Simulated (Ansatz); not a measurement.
NbNF4 in Ansatz, relaxation

The command:

```bash
ansatz run input.yaml --threads 2 --pin off --max-ram 2560MiB --backend cpu --events-out ev --progress --plain --runs-dir out
```

input.yaml:

```yaml
crystal:
  lattice:
    - [0.0, 5.094077, 0.0]
    - [5.094077, 0.0, 0.0]
    - [2.547038, 2.547038, -5.032655]
  atoms:
    - { symbol: "N", position: [0.5, 0.0, 0.0] }
    - { symbol: "N", position: [0.0, 0.5, 0.0] }
    - { symbol: Nb, position: [0.25, 0.25, 0.5] }
    - { symbol: Nb, position: [0.75, 0.75, 0.5] }
    - { symbol: F, position: [0.7768, 0.2768, 0.7716] }
    - { symbol: F, position: [0.2768, 0.4516, 0.7716] }
    - { symbol: F, position: [0.4516, 0.9516, 0.7716] }
    - { symbol: F, position: [0.9516, 0.7768, 0.7716] }
    - { symbol: F, position: [0.7232, 0.5484, 0.2284] }
    - { symbol: F, position: [0.2232, 0.7232, 0.2284] }
    - { symbol: F, position: [0.0484, 0.2232, 0.2284] }
    - { symbol: F, position: [0.5484, 0.0484, 0.2284] }
  symmetry: { tolerance: 0.0003 }
kpoints:
  mp_grid: { grid: [5, 5, 5], shift: [0, 0, 0] }
magnetization:
  spin_polarized: false
scf:
  occupations: { method: gaussian, width: 0.0294 }
  lower_state_search: "off"
hamiltonian:
  pseudopotentials: { kind: paw }
  xc: r2scan
basis:
  ecutwfc: 500
  fft_grid_basis: typed
relax:
  max_steps: 80
  cell: { p_target: 20.0 }
  f_tol: 0.03
output:
  forces: true
  stress: true
  eigenvalues: true
  bader: true
  populations: true
  elf: true
  write_potential: true
  volumetric_format: npy
  dos:
    e_range: [-12, 8]
    de: 0.05
    projected: { site_lists: { F: [F], "N": ["N"], Nb: [Nb] } }
checkpoint:
  read: saved_state
```

Origin of the cell: a known structure type with other elements, at an estimated volume, so it need not be a known compound.

The saved state is a converged single point of the same cell.

Steps («new basis» is an SCF on plane waves selected anew at the same cell):

| step | ΔH (meV/atom) | max force component (eV/Å) | P (GPa) | volume (Å³) | SCF iterations | step was |
| --- | --- | --- | --- | --- | --- | --- |
| 1 | 0.0 | 4.066 | 5.10 | 130.60 | 6 | accepted |
| 2 | -450.5 | 2.565 | 25.31 | 113.27 | 9 | accepted |
| 3 | -607.3 | 0.244 | 29.84 | 113.84 | 9 | accepted |
| 4 | -629.2 | 0.347 | 25.09 | 115.49 | 7 | accepted |
| 5 | -660.7 | 0.336 | 17.75 | 120.58 | 9 | accepted |
| 6 | -686.8 | 0.129 | 21.81 | 120.64 | 9 | accepted |
| 7 | -691.8 | 0.070 | 21.34 | 122.73 | 8 | accepted |
| 8 | -692.3 | 0.025 | 19.96 | 123.77 | 6 | accepted |
| 9 | -692.4 | 0.009 | 19.93 | 123.62 | 7 | accepted |
| 10 | -692.4 | 0.002 | 20.02 | 123.60 | 6 | accepted |
| 11 | -691.6 | 0.002 | 20.05 | 123.60 | 9 | new basis |
| 12 | -691.6 | 0.000 | 20.00 | 123.64 | 5 | accepted |
| 13 | -691.6 | 0.000 | 20.00 | 123.64 | 5 | new basis |

Before:

Space group I4/mcm (No. 140); the run's cell has a = 5.094 Å, b = 5.094 Å, c = 6.189 Å, α = 65.70°, β = 65.70°, γ = 90.00°. Shortest distances: F–N 1.64 Å, F–F 2.30 Å, F–Nb 2.35 Å, N–Nb 3.58 Å.

After:

Space group I4/mcm (No. 140); the run's cell has a = 4.746 Å, b = 4.746 Å, c = 6.433 Å, α = 68.35°, β = 68.35°, γ = 90.00°. Shortest distances: F–Nb 2.03 Å, F–N 2.08 Å, F–F 2.29 Å, Nb–Nb 3.36 Å, N–N 3.36 Å.

```yaml
crystal:
  lattice:
    - [0.00000, 4.74646, 0.00000]
    - [4.74646, 0.00000, 0.00000]
    - [2.37323, 2.37323, -5.48806]
  atoms:
    - { symbol: N, position: [0.50000, 0.00000, 0.00000] }
    - { symbol: N, position: [0.00000, 0.50000, 0.00000] }
    - { symbol: Nb, position: [0.25000, 0.25000, 0.50000] }
    - { symbol: Nb, position: [0.75000, 0.75000, 0.50000] }
    - { symbol: F, position: [0.83138, 0.33138, 0.68777] }
    - { symbol: F, position: [0.33138, 0.48085, 0.68777] }
    - { symbol: F, position: [0.48085, 0.98085, 0.68777] }
    - { symbol: F, position: [0.98085, 0.83138, 0.68777] }
    - { symbol: F, position: [0.66862, 0.51915, 0.31223] }
    - { symbol: F, position: [0.16862, 0.66862, 0.31223] }
    - { symbol: F, position: [0.01915, 0.16862, 0.31223] }
    - { symbol: F, position: [0.51915, 0.01915, 0.31223] }
```

* Enthalpy lowered by: 691.6 meV/atom
* Volume change: -5.33 %
* Final pressure: 20.00 GPa
* Relaxation steps listed: 13

Caveats: no moments, though an odd count or open d shells may carry them; the relaxation held the start's symmetry, so the end may be a saddle point.

The run took 330 s of wall time on 2 CPU thread(s) of a shared host, from a saved density.
